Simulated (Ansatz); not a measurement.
ZrCoF6 (Fm-3m)

Level of theory: PBEsol+U, U_eff = 4.0 eV (Dudarev form) on Co d, fully localised double counting, collinear spin, scalar-relativistic, 420 eV, PAW set soft_2 (made for PBE), 4×4×4 mesh, Gaussian smearing of 0.05 eV; plane-wave PAW code Ansatz.

```
Zr Co F
1.0
     0.00000    3.99450    3.99450
     3.99450    0.00000    3.99450
     3.99450    3.99450    0.00000
Zr Co F
1 1 6
Direct
  0.50000 0.50000 0.50000
  0.00000 0.00000 0.00000
  0.74800 0.25200 0.25200
  0.25200 0.74800 0.25200
  0.25200 0.74800 0.74800
  0.74800 0.25200 0.74800
  0.25200 0.25200 0.74800
  0.74800 0.74800 0.25200
```

The structure is that of a cell as deposited in COD, unrelaxed.

Cell and atoms stay fixed. Atoms count from 1 in the text and from 0 in parts of the program's output.

Two runs on this cell converged from different starts. The ends of their outputs, energies left out (λ are the eigenvalues of a shell's occupation matrix):

Run A:

```
Magnetization: 1.0000 μB (36.0000 up, 35.0000 down)
Absolute magnetization: 1.1604 μB (∫|ρ↑−ρ↓|, with the PAW one-centre terms)
Per-site moments (μB) at R_I (Å): [(0.00740, 0.81727), (0.98295, 0.83046), (-0.01106, 0.81727), (-0.01106, 0.81727), (-0.01106, 0.81727), (-0.01106, 0.81727), (-0.01106, 0.81727), (-0.01106, 0.81727)]
--- Magnetisation constraints (ε_frz = 1.0e-4 eV) ---
  site  kind          target   achieved (μB)  |Δ|max (μB)  g (eV/μB)  λ_eff  esc  ok  flags
  cell  total_moment  +1.5000  +1.0000        5.00e-1       0.00e0    0.000  0    —   released
Entropy (-TS):   -0.008314 eV (-1.039 meV/atom)
Fermi energy:    3.169470 eV
--- Forces (eV/Å), atoms counted from 1 ---
  atom   1  Zr     0.00000000     0.00000000     0.00000000
  atom   2  Co     0.00000000     0.00000000     0.00000000
  atom   3  F     -0.90965368     0.00000000     0.00000000
  atom   4  F      0.00000000    -0.90965368     0.00000000
  atom   5  F      0.90965368     0.00000000     0.00000000
  atom   6  F      0.00000000     0.90965368     0.00000000
  atom   7  F      0.00000000     0.00000000    -0.90965368
  atom   8  F      0.00000000     0.00000000     0.90965368
--- Stress (GPa, compression-positive) ---
        0.305145       0.000000       0.000000
        0.000000       0.305145       0.000000
        0.000000       0.000000       0.305145
  P = ⅓ Tr σ = 0.3051 GPa (3.051 kbar)
--- Löwdin populations: 8 sites ---
  site symbol       q [e]    m [muB]
     0     Zr     10.2725     0.0152
     1     Co     15.7864     1.0441
     2      F      7.4534    -0.0107
     3      F      7.4534    -0.0107
     4      F      7.4534    -0.0107
     5      F      7.4534    -0.0107
     6      F      7.4534    -0.0107
     7      F      7.4534    -0.0107
--- Occupation matrices: 1 shell (run DFT+U table (all-electron-ortho-atomic); ε = 2.29e-3) ---
  Co1 d_3D up     Tr n = 4.2173  λ = 0.613 0.613 0.997 0.997 0.997
  Co1 d_3D dn     Tr n = 3.1732  λ = 0.093 0.093 0.996 0.996 0.996
```

Run B:

```
Magnetization: 3.0000 μB (37.0000 up, 34.0000 down)
Absolute magnetization: 3.0294 μB (∫|ρ↑−ρ↓|, with the PAW one-centre terms)
Per-site moments (μB) at R_I (Å): [(0.01075, 0.81727), (2.61934, 0.83046), (0.02603, 0.81727), (0.02603, 0.81727), (0.02603, 0.81727), (0.02603, 0.81727), (0.02603, 0.81727), (0.02603, 0.81727)]
Fermi energy:    4.046863 eV
--- Forces (eV/Å), atoms counted from 1 ---
  atom   1  Zr     0.00000000     0.00000000     0.00000000
  atom   2  Co     0.00000000     0.00000000     0.00000000
  atom   3  F     -0.39780048    -0.02119906    -0.02119906
  atom   4  F     -0.02119906    -0.39780048    -0.02119906
  atom   5  F      0.39780048     0.02119906     0.02119906
  atom   6  F      0.02119906     0.39780048     0.02119906
  atom   7  F     -0.02119906    -0.02119906    -0.39780048
  atom   8  F      0.02119906     0.02119906     0.39780048
--- Stress (GPa, compression-positive) ---
        3.724234      -0.114484      -0.114484
       -0.114484       3.724234      -0.114484
       -0.114484      -0.114484       3.724234
  P = ⅓ Tr σ = 3.7242 GPa (37.242 kbar)
--- Löwdin populations: 8 sites ---
  site symbol       q [e]    m [muB]
     0     Zr     10.2665     0.0159
     1     Co     15.5840     2.7757
     2      F      7.4857     0.0330
     3      F      7.4857     0.0330
     4      F      7.4857     0.0330
     5      F      7.4857     0.0330
     6      F      7.4857     0.0330
     7      F      7.4857     0.0330
--- Occupation matrices: 1 shell (run DFT+U table (all-electron-ortho-atomic); ε = 1.83e-3) ---
  Co1 d_3D up     Tr n = 4.9849  λ = 0.995 0.995 0.998 0.998 0.999
  Co1 d_3D dn     Tr n = 2.1993  λ = 0.031 0.089 0.089 0.996 0.996
```

Q: Which run lies higher in energy, by how much, and why?

A: Run A, by 231.0 meV/atom. Run A has no gap on the mesh (a metal), yet a whole-number cell moment of 1 μB, as a half-metal would have; run B has 7 d electrons in filled orbitals, 3 of them unpaired, the high-spin filling, a gap of 3.73 eV and a whole-number cell moment of 3 μB, as a collinear insulator must have. Run A kept 48 symmetry operations, run B 12. On Co2, N↑ − N↓ is 1.04 in size in run A against 2.79 in run B: with fewer parallel spins, run A lacks part of the exchange energy behind Hund's first rule. With J = 0 the Hubbard energy is (U/2) Σ λ(1 − λ), a penalty on fractional natural occupations. The sums Σ λ(1 − λ) over the cell's shells are 0.22 for run B and 0.66 for run A, which at U/2 = 2.00 eV give 0.43 and 1.33 eV per cell. Of the difference of 1.85 eV per cell, the Hubbard term gives 0.90 eV and all other terms 0.95 eV. The other terms are taken on each state's own density, so they aren't the result of a run without U.

With one Co ion in the cell, Co moments can't oppose each other.

In the lower state the fixed cell carries a pressure of 3.7 GPa and forces up to 0.40 eV/Å; relaxing would change energies and could change the order of close states.

Run A started from: total moment held at first, then free, 1.50 μB per cell, moments Co2 1.50 μB. Run B started from: ferromagnetic start, free, default search, moments Co2 3.00 μB. At this level the cell was started in 11 ways. Run B holds the lowest state found for this cell, which doesn't make it the ground state. For metallic states the mesh is coarse, so energy differences carry some meV/atom. Spin–orbit coupling is left out. U is one value of a scan, not fitted to this compound, so the states needn't resemble the real material's. A gap on the mesh alone may shrink between mesh points.
